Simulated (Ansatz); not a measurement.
P$_{2}$Ru:
```
P2Ru
1.0
    5.10260     0.00000     0.00000
    0.00000     5.86861     0.00000
    0.00000     0.00000     2.86202
P Ru
4 2
Direct
  0.33752   0.87183   0.50000
  0.66248   0.12817   0.50000
  0.83752   0.62817   0.00000
  0.16248   0.37183   0.00000
  0.50000   0.50000   0.50000
  0.00000   0.00000   0.00000
```

Relaxed with PBEsol.

**Question.** Map the valence electron density (e/Å³), cut off at 0.7 on the plane through (0.338, 0.872, 0.500) spanned by u = [1, 0, 0] and v = [0, 1, 0] in lattice vectors, from PBEsol (plane waves, PAW; program Ansatz).

**Answer.** x is the fraction of u, y of v (the angle between them is 90°; rows are the nearest grid lines); atoms in the plane: P at (0.00, 0.00), P at (0.33, 0.26), Ru at (0.16, 0.63).
```
|015996421111111222235799510|
|137985321100111112234689521|
|999975321111111111112357999|
|999975322111111111111235799|
|899876533222222111001123578|
|789999964333322111000112357|
|999999999754432211000112359|
|999999999964332211001112379|
|999999999964322111111123489|
|999999999963221111111223589|
|999999999842111001112334579|
|899999999642110000112334458|
|579999998542110000112333445|
|346799998653211000112223333|
|123469999997432111111111111|
|112469999998643211111111111|
|112479974458864221111111001|
|113579730037975322211111111|
|335699963369986443322222223|
|567899997799976543333334445|
|889999999888765444444556778|
|899999987665544434445679988|
|127997532222222223345799721|
|015996421111111222235799510|
```
Scale: ten equal steps from 0.029 (start of '0') to 0.700 (end of '9'), in the order '0123456789'; x runs from 0.000 to 1.00, y from 0.000 (bottom) to 1.00 (top).

The density is the valence pseudo-density with augmentation charge, so density and ELF within about 1 Å of a nucleus are not all-electron values.

Space group Pnnm. The first step of the workflow began from a Materials Project structure, measured or hypothetical; the Crystallography Open Database files this formula in space group No. 58, but the cells were not matched. Whether it is the stable phase at ambient conditions was not checked. The cell was relaxed with PBEsol under the symmetry of its start; whether a distortion lowers the energy is not shown. No spin polarisation was allowed.

Potentials: the later of the program's two PAW sets.
